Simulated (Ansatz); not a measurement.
TaAs (CsCl type, Pm-3m) at seven volumes, r²SCAN (plane waves, PAW; program Ansatz), scaled uniformly. One row is withheld.

```
V (Å³/atom)  P (GPa)
-----------  -------
14.901         22.04
15.392             ?
15.883          6.21
16.374          0.00
16.865         -5.30
17.357         -9.81
17.848        -13.65
```

Fit the shown pressures and predict the withheld one.

P = (3/2)B₀(x^(7/2) − x^(5/2))[1 + (3/4)(B′ − 4)(x − 1)] with x = (V₀/V)^(2/3). Least squares on the six rows gives V₀ = 16.374 Å³/atom, B₀ = 191 GPa, B′ = 4.31. At V = 15.392, x = 1.0421 and P = 13.50 GPa. The run itself gave 13.49 GPa.

The cell is a constructed one: a structure type filled with these elements; neither database checked (COD, Materials Project) lists it. It is not the phase usual at ambient conditions (space group No. 109). The cell was relaxed with r²SCAN under the symmetry of its start; its stability against distortions is not shown here. No spin polarisation was allowed. Spin–orbit coupling is left out wherever it is not named.

Potentials: the later of the program's two PAW sets.
